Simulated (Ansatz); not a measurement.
(100) slab cut from the bulk of Si2Ni, 15 Å of vacuum:

```yaml
crystal:
  lattice:
    - [3.81230, 0.00000, 0.00000]
    - [0.00000, 3.81230, 0.00000]
    - [0.00000, 0.00000, 27.13067]
  atoms:
    - { symbol: Si, position: [0.50000, 0.00000, 0.27644] }
    - { symbol: Si, position: [0.00000, 0.50000, 0.27644] }
    - { symbol: Ni, position: [0.50000, 0.50000, 0.32612] }
    - { symbol: Si, position: [0.00000, 0.50000, 0.37580] }
    - { symbol: Si, position: [0.50000, 0.00000, 0.37580] }
    - { symbol: Ni, position: [0.00000, 0.00000, 0.42548] }
    - { symbol: Si, position: [0.50000, 0.00000, 0.47516] }
    - { symbol: Si, position: [0.00000, 0.50000, 0.47516] }
    - { symbol: Ni, position: [0.50000, 0.50000, 0.52484] }
    - { symbol: Si, position: [0.00000, 0.50000, 0.57452] }
    - { symbol: Si, position: [0.50000, 0.00000, 0.57452] }
    - { symbol: Ni, position: [0.00000, 0.00000, 0.62420] }
    - { symbol: Si, position: [0.50000, 0.00000, 0.67388] }
    - { symbol: Si, position: [0.00000, 0.50000, 0.67388] }
    - { symbol: Ni, position: [0.50000, 0.50000, 0.72356] }
```

These are results of Ansatz, DFT PBEsol, scalar-relativistic, plane waves, PAW, not measurements. Settings: cutoff 420 eV, Γ-centred mesh 9×9×1 on the computed 15-atom cell, Gaussian smearing of 0.10 eV; no spin polarisation. A dipole correction removes the field between periodic images along c.

This base run converges in 13 iterations with a largest force of 1.977 eV/Å and a work function of 4.09 eV on the top face.

One setting at a time is then changed, some of them on purpose to poor values; changes count from the base run, energies are extrapolated to zero smearing, γ keeps the base's bulk energy, atoms stay where they are, a change of functional drops any dispersion correction, and risky runs are capped at 50 to 100 iterations.

Question: What does each change do? k mesh 1×1×1; functional LDA; occupations fermi-dirac 0.3 eV; field of 4.0 V/Å along c; vacuum of 5 Å; mixing β = 0.9; k mesh 4×4×1; cutoff 550 eV; the slab thinned to 6 atoms (same faces, atoms at the bulk's places).

Answer:
```tsv
change	outcome	SCF iterations	ΔE (meV/atom)	Δγ (J/m²)	Δφ top (eV)	largest force (eV/Å)	largest change of a force (eV/Å)
k mesh 1×1×1	converged	22	+1676.5	+13.861	+1.01	1.972	2.797
functional LDA	converged	13			+0.26	2.344	0.367
occupations fermi-dirac 0.3 eV	converged	11	-1.0	-0.009	+0.01	1.730	0.248
field of 4.0 V/Å along c	converged with warnings	15	-651.2			1.207	0.989
vacuum of 5 Å	converged with warnings	14	-0.9	-0.007	-0.38	1.878	0.098
mixing β = 0.9	converged	13	0.0	0.000	0.00	1.977	0.000
k mesh 4×4×1	converged	14	+5.8	+0.048	-0.12	1.987	0.138
cutoff 550 eV	converged	13	-0.7		0.00	1.976	0.000
the slab thinned to 6 atoms (same faces, atoms at the bulk's places)	converged	10	+388.4	+0.059	-0.12	1.888
```

Spin polarisation was left out, and a magnetic state may lie lower. In some of the runs (field 4.0, vacuum 5) charge leaks into the vacuum, so their work functions can be off.

Cost: 10 runs of about 5.1 core-minutes in all, on Intel Xeon 6975P-C (Granite Rapids) (shared hosts).